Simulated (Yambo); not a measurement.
Material: Li2O (anti-fluorite, space group Fm-3m, No. 225); a = 3.2361 Å, b = 3.2361 Å, c = 3.2361 Å, α = 60.00°, β = 60.00°, γ = 60.00° (3 atoms in the cell). Cell and atoms were relaxed with PBEsol from Materials Project entry mp-1960, within its symmetry.

With PBEsol (Quantum ESPRESSO, PseudoDojo norm-conserving, 84 Ry, no spin-orbit coupling), the gap between the mesh's edge points (Γ → X) is 4.904 eV.

Q: What does a G0W0 run in Yambo give for it (6×6×6 Γ-centred k mesh, bands 3 to 95 and a 14 Ry block in the screening, 95 bands in G with the Bruneval-Gonze terminator, plasmon pole fitted at 27.2 eV)?

A: The correction is 2.680 eV, giving 7.584 eV, 1.5 times the PBEsol value.  Nearest settings tried, and what they do to the gap: 59 bands in G: +39 meV; 39 bands in W: -67 meV; 11 Ry block (137 vectors against 169): -33 meV. Not varied: mesh. So the settings aren't converged at that level.
